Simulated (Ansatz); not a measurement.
# Elastic constants of ZnHg: input and output

Theory: DFT PBE, scalar-relativistic, plane waves, PAW in Ansatz.

It can be run as:
```bash
ansatz run input.yaml --threads 1 --pin off --backend cpu --events-out ev --progress --plain --runs-dir out  # memory cap (--max-ram) not shown
```

Input (bare energies are in eV):
```yaml
crystal:
  lattice:
    - [3.4114848999, 0.0, 0.0]
    - [-1.70574245, 2.954432588, 0.0]
    - [0.0, 0.0, 4.1885764786]
  atoms:
    - { symbol: Zn, position: [0.6666666667, 0.3333333333, 0.5] }
    - { symbol: Hg, position: [0.3333333333, 0.6666666667, 0.0] }
basis:
  ecutwfc: 420
kpoints:
  mp_grid: { grid: [15, 15, 10] }
hamiltonian:
  xc: pbe
scf:
  occupations: { method: fermi_dirac, width: 0.15 }
output:
  forces: true
  stress: true
  eigenvalues: true
elastic:
  mode: clamped_ion
  amplitude: 0.005
```

From the output:
```
--- Elastic constants: 3 strain directions × 4 members + reference (group order 12) ---
  dense FFT box of the reference and of every strained cell: 24×24×30
  strains applied: 11, 33, 23; error gains: componentwise 1.00 (the most a stress slope's error grows in a printed constant), spectral 1.41 (1 for all six strains in a standard setting)
  C = ∂σ_k/∂η_j (tension-positive GPa; Voigt order 11 22 33 23 13 12):
        35.250     26.546     36.134     -0.000      0.000     -0.000
        26.546     35.250     36.134     -0.000      0.000     -0.000
        36.131     36.131     66.845     -0.000      0.000     -0.000
         0.000     -0.000      0.000     -1.394      0.000     -0.000
         0.000     -0.000      0.000      0.000     -1.394     -0.000
         0.000      0.000      0.000     -0.000      0.000      4.352
  reference stress σ⁰ (GPa):     -0.000     -0.000     -0.001     -0.000     -0.000      0.000
  C* (energy form; C + prestress term) asymmetry max|C*_kj − C*_jk| = 3.577e-3 GPa — a small one proves nothing (zero by symmetry where the batch's group is 432, −43m or m−3m); a large one is finite-difference/SCF noise where every solve ...
  moduli (Voigt/Reuss/Hill, GPa): K = 37.22/29.82/33.52   G = 2.88/-6.04/-1.58   E = -4.81   ν = 0.524
  mechanically stable: NO (min eigenvalue of sym C = -1.39 GPa)
  strain η (Voigt 11):  stress-route row diagonal C_11 = 35.25 GPa, energy-path curvature d²(F+E_count+ΔE)/dδ²/Ω₀ = 35.09 GPa
    cells at ±δ against ±2δ: C11 35.27 and 35.32 GPa, apart by 0.15 % of the column's largest entry
         δ    σ_11 (GPa) F (eV) n_scf n_hpsi n_pw
    -1.000e-2      -0.3654      -17132.2536247      11  181554    834
    -5.000e-3      -0.1796      -17132.2539838       6  158576    842
     5.000e-3       0.1731      -17132.2539876       6  160082    842
     1.000e-2       0.3410      -17132.2536485      10  157798    846
  strain η (Voigt 33):  stress-route row diagonal C_33 = 66.84 GPa, energy-path curvature d²(F+E_count+ΔE)/dδ²/Ω₀ = 66.67 GPa
    cells at ±δ against ±2δ: C13 36.15 and 36.21 GPa, apart by 0.09 % of the column's largest entry
         δ    σ_33 (GPa) F (eV) n_scf n_hpsi n_pw
    -1.000e-2      -0.6942      -17132.2531994       9   70027    830
    -5.000e-3      -0.3410      -17132.2538780       6   66042    842
     5.000e-3       0.3275      -17132.2538856       6   66923    844
     1.000e-2       0.6429      -17132.2532445      10   72752    850
  strain η (Voigt 23):  stress-route row diagonal C_44 = -1.39 GPa, energy-path curvature d²(F+E_count+ΔE)/dδ²/Ω₀ = -1.51 GPa
    cells at ±δ against ±2δ: C44 -1.38 and -1.33 GPa, apart by 3.44 % of the column's largest entry
         δ    σ_23 (GPa) F (eV) n_scf n_hpsi n_pw
    -1.000e-2       0.0133      -17132.2541195       9  254069    842
    -5.000e-3       0.0069      -17132.2541067       6  255391    842
     5.000e-3      -0.0069      -17132.2541067       6  252175    842
     1.000e-2      -0.0133      -17132.2541195       9  232205    842
```

The cell was built by swapping an element in a database structure (itself possibly hypothetical) and relaxing; it need not be the stable form of this composition. In a metal, frequencies and elastic constants depend on the k mesh and the smearing, soft modes and shear constants most. Spin–orbit coupling is left out, which can shift energies with elements as heavy as these. The constants from two strain amplitudes disagree, so they are only loosely converged.

As the tensor has a negative eigenvalue, the Reuss and Hill moduli of a polycrystal, and E and ν formed from them, have no physical meaning here.

The least eigenvalue is -1.4 GPa; in a metal on this mesh the verdict on stability isn't firm within about 20 GPa or a tenth of the bulk modulus.

Clamped-ion constants are upper bounds: once the atoms relax, a strain can turn out softer or unstable.